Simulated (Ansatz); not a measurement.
The relaxed structure here is a generated cell of ZrS2: the first start was made by placing the elements on the sites of a structure type, and the end was not matched to a known phase here, so it may be hypothetical. Known forms of ZrS2 include space group No. 164.

The end point of a relaxation of ZrS2. Space group Pnma (No. 62). Level of theory: PBEsol (plane waves to 420 eV, PAW, scalar-relativistic; Ansatz, a program for electronic structure).

```cif
data_S8Zr4
_chemical_formula_sum 'Zr4 S8'
_space_group_name_H-M_alt 'Pnma'
_space_group_IT_number 62
_space_group_name_Hall '-P 2ac 2n'
_cell_length_a 12.38268
_cell_length_b 3.77185
_cell_length_c 5.02889
_cell_angle_alpha 90.000
_cell_angle_beta 90.000
_cell_angle_gamma 90.000
loop_
_space_group_symop_operation_xyz
  'x, y, z'
  '-x, -y, -z'
  '-x+1/2, -y, z+1/2'
  'x+1/2, y, -z+1/2'
  'x+1/2, -y+1/2, -z+1/2'
  '-x+1/2, y+1/2, z+1/2'
  '-x, y+1/2, -z'
  'x, -y+1/2, z'
loop_
_atom_site_label
_atom_site_type_symbol
_atom_site_symmetry_multiplicity
_atom_site_Wyckoff_symbol
_atom_site_fract_x
_atom_site_fract_y
_atom_site_fract_z
_atom_site_occupancy
Zr1 Zr 4 c 0.36328 0.25000 0.03088 1
S1 S 4 c 0.21467 0.75000 0.03998 1
S2 S 4 c 0.03189 0.25000 0.74983 1
```

For ZrS2, the volume per atom is 19.57 Å³ and the band gap comes out as 1.02 eV, indirect (valence top at Γ, conduction bottom at k = (0, 0, 0.3333)) (no spin-orbit coupling). The smallest direct gap is 1.21 eV at k = (0, 0, 0.1111) and the shortest distances is S–Zr 2.52 Å; S–S 3.23 Å. The k-mesh comes out as 4×12×9.

Band energies at high-symmetry points (eV from the VBM; labels of this space group; no spin-orbit coupling), from −5 eV up to 2.8 eV:

| point | energies |
|---|---|
| Γ | -4.92 -4.77 -4.66 -4.18 -3.60 -3.55 -3.51 -3.38 -3.36 -3.06 -3.06 -2.55 -2.12 -2.05 -1.63 -1.07 -0.99 -0.91 -0.87 -0.68 -0.50 -0.02 0.00 1.23 1.39 1.53 1.70 1.93 2.16 |
| X | -4.93 -4.93 -4.59 -4.59 -4.53 -4.53 -3.46 -3.46 -3.33 -3.33 -2.85 -2.85 -2.16 -2.16 -1.79 -1.79 -1.13 -1.13 -0.90 -0.90 -0.69 -0.69 -0.13 -0.13 1.51 1.51 1.61 1.61 1.91 1.91 |
| S | -4.39 -4.39 -4.39 -4.39 -3.93 -3.93 -3.93 -3.93 -3.20 -3.20 -3.20 -3.20 -2.70 -2.70 -2.70 -2.70 -1.89 -1.89 -1.89 -1.89 -1.48 -1.48 -1.48 -1.48 1.77 1.77 1.77 1.77 |
| Y | -4.46 -4.46 -4.33 -4.33 -3.96 -3.96 -3.78 -3.78 -3.44 -3.44 -3.05 -3.05 -2.85 -2.85 -2.55 -2.55 -2.00 -2.00 -1.77 -1.77 -1.67 -1.67 -1.27 -1.27 1.61 1.61 1.93 1.93 |
| Z | -4.98 -4.98 -3.82 -3.82 -3.53 -3.53 -3.52 -3.52 -3.34 -3.34 -3.20 -3.20 -2.85 -2.85 -2.01 -2.01 -1.69 -1.69 -1.21 -1.21 -1.06 -1.06 -0.46 -0.46 1.17 1.17 1.78 1.78 1.93 1.93 2.38 2.38 |
| U | -4.74 -4.74 -4.40 -4.40 -3.54 -3.54 -3.52 -3.52 -3.28 -3.28 -2.99 -2.99 -2.61 -2.61 -1.86 -1.86 -1.69 -1.69 -1.48 -1.48 -0.98 -0.98 -0.74 -0.74 1.26 1.26 1.76 1.76 2.11 2.11 2.64 2.64 2.73 2.73 |
| R | -4.28 -4.28 -4.28 -4.28 -3.10 -3.10 -3.10 -3.10 -2.19 -2.19 -2.19 -2.19 -1.67 -1.67 -1.67 -1.67 -0.72 -0.72 -0.72 -0.72 2.06 2.06 2.06 2.06 2.69 2.69 2.69 2.69 |
| T | -4.88 -4.88 -4.49 -4.49 -4.24 -4.24 -3.66 -3.66 -2.43 -2.43 -2.29 -2.29 -2.13 -2.13 -1.85 -1.85 -1.60 -1.60 -0.83 -0.83 -0.61 -0.61 1.78 1.78 2.29 2.29 2.57 2.57 2.81 2.81 |

No spin polarisation in the result.

The run could not lose the symmetry of its start, so the end can be a saddle point.

It was reached from a disturbed copy of a P4₂/nmc (No. 137) cell, against which it lies -0.194 eV/atom.
